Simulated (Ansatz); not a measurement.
TaC:
```yaml
crystal:
  lattice:
    - [3.00252, 0.00000, 0.00000]
    - [-1.50126, 2.60026, 0.00000]
    - [0.00000, 0.00000, 2.84276]
  atoms:
    - { symbol: Ta, position: [0.66667, 0.33333, 0.00000] }
    - { symbol: C, position: [0.00000, 0.00000, 0.50000] }
```

Relaxed with LDA. Special points in fractions of this cell's reciprocal vectors: Γ (0.000, 0.000, 0.000); M (0.500, 0.000, 0.000); K (0.333, 0.333, 0.000); A (0.000, 0.000, 0.500); L (0.500, 0.000, 0.500); H (0.333, 0.333, 0.500).

Task: List the band energies nearest the Fermi level at these points for DFT-LDA in the program Ansatz with PAW potentials.

Result: In eV from the Fermi level; about four levels below and three above (degenerate sets whole), none deeper than 8.9 eV; points with the same levels are listed once.

```
k              below                above
-  -----------------  -------------------
Γ  -2.76 -2.36 -2.36       1.09 5.13 5.13
M  -5.83 -2.19 -2.06       0.22 4.23 5.89
K  -5.24 -3.56 -1.93       2.05 2.49 2.96
A  -7.43 -1.00 -1.00  0.85 0.85 5.30 5.30
L  -5.22 -3.23 -3.05       1.24 5.92 7.31
H  -6.00 -4.24 -0.50       0.57 5.91 7.53
```

Space group P-6m2. The first step of the workflow began from a Materials Project structure, measured or hypothetical; the Crystallography Open Database copy checked does not list it. It is not the phase usual at ambient conditions (space group No. 225). The cell was relaxed with LDA under the symmetry of its start; of distortions, only those at the zone centre were tested. The run is not spin-polarised. Scalar-relativistic: spin–orbit coupling is off unless named, which matters more the heavier the elements.

Potentials: the later of the program's two PAW sets.
